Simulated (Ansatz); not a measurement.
Here is the system:

GeS:
```
GeS
1.0
   10.19255     0.00000     0.00000
    0.00000     3.64210     0.00000
    0.00000     0.00000     4.09027
Ge S
4 4
Cartesian
  1.20971   0.91053   0.48584
  3.88657   2.73158   2.53097
  8.98285   2.73158   3.60443
  6.30598   0.91053   1.55929
  8.69352   0.91053   2.01813
  6.59531   2.73158   4.06326
  1.49903   2.73158   2.07214
  3.59724   0.91053   0.02701
```

This is the LDA-relaxed structure. Tensor components refer to the Cartesian frame of this cell.

Question: All from plane-wave PAW LDA (Ansatz code), unless another level is named. Give the Hill bulk and shear moduli.

Answer: 45.8 and 32.7 GPa.

Question: Next, the elastic constants (relaxed ions, GPa)?

Answer: C11 = 86.4, C22 = 121, C33 = 54.9, C12 = 18.3, C13 = 21.4, C23 = 47.8, C44 = 59.4, C55 = 33.7, C66 = 31.5.

Space group Pnma. The LDA relaxation kept the symmetry of its start. A crystal of weakly bound layers computed without a dispersion correction: the cell and the soft elastic constants depend strongly on that.

Potentials: the later of the program's two PAW sets.
